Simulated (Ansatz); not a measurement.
NaI (rock salt), relaxed with HSE06 (Ansatz, a program for electronic structure, plane waves, PAW): a = b = c = 6.4886 Å, α = β = γ = 90.00°.

| Item | Result |
|---|---|
| gap (eV) | 4.65 |
| B₀ by P(V) fit (GPa) | 15.8 |

Q: The same phase is relaxed and computed with r²SCAN in the same code. What are the cell and these values now?

A: a = b = c = 6.461 Å, α = β = γ = 90.00°.

- gap (eV) = 4.45
- B₀ by P(V) fit (GPa) = 17.2

All cells were relaxed under the symmetry of their starts (and spin orders); stability against distortions was not tested throughout. Scalar-relativistic: spin–orbit coupling is off unless named, which matters more the heavier the elements.

Potentials: the later of the program's two PAW sets.

Ansatz is a plane-wave DFT program.
